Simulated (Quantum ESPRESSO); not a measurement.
## Si6AlP (a curve over one atom's position)

A calculation, not a measurement. The program is pw.x of Quantum ESPRESSO 7.5 (plane-wave density functional theory). The cell is made up: 8 atoms on a zincblende/diamond lattice, with randomly drawn elements, strain and displacements, not relaxed. PseudoDojo standard norm-conserving files (v0.5 for PBE, v0.4.1 for LDA and PBEsol) set the functional; there is no spin polarisation, spin-orbit coupling or dispersion term, and the masses in the input are unused placeholders.

Seven runs move atom 4 (Si, counted in the order of the input) along y and keep all else fixed.

Input of the run at -0.0001:

```
&control calculation='scf', pseudo_dir='./dojo.nc.sr.pbe.v0_5.standard.upf', outdir='./o', disk_io='low', tprnfor=.true., tstress=.true. /
&system ibrav=0, nat=8, ntyp=3, nbnd=26, ecutwfc=44.02568797, nosym=.true., tot_charge=0,
 occupations='smearing', smearing='fd', degauss=0.0073498644
/
&electrons conv_thr=7.350e-09, electron_maxstep=60, /
ATOMIC_SPECIES
Al 1.0 Al.upf
P 1.0 P.upf
Si 1.0 Si.upf
CELL_PARAMETERS angstrom
5.397 0.0064 0.0111
0.0064 5.3996 0.0565
0.0111 0.0565 5.5672
ATOMIC_POSITIONS angstrom
Si 0.033 0.1023 0.1388
Si 0.0781 2.9151 2.8897
Al 2.6695 -0.1438 2.7006
Si 2.6652 2.7311 -0.0242
Si 1.3133 1.1886 1.3894
Si 1.2293 3.9982 4.3251
P 3.8857 1.4026 3.9929
Si 4.167 4.1915 1.3916
K_POINTS automatic
6 6 6 1 1 1
```

```
shift of atom 4 along y (Å)  free energy less that of the input shown (eV)  Fx on atom 4 (eV/Å)  Fy on atom 4 (eV/Å)  Fz on atom 4 (eV/Å)  pressure (GPa)  iterations
                    -0.1169                                        -0.0711                0.668                0.040                0.765            4.79          10
                    -0.0854                                        -0.0668                0.740               -0.312                0.833            4.78          10
                    -0.0692                                        -0.0603                0.780               -0.492                0.869            4.79          10
                    -0.0241                                        -0.0269                0.898               -0.989                0.976            4.82          10
                    -0.0001                                         0.0000                0.966               -1.250                1.035            4.85          10
                    +0.0165                                         0.0222                1.014               -1.429                1.077            4.87          10
                    +0.1117                                         0.2057                1.323               -2.412                1.338            5.11          10
```

A cubic fit gives dFy/dy = -10.81 eV/Å² at zero shift. Across the table the free energy follows the integral of the force to within 0.1 meV. A rerun of one of the cells at 838 eV and a 8 x 8 x 8 mesh moved values by no more than 0.002 eV in energy, 0.02 GPa in stress and 0.004 eV/Å in force.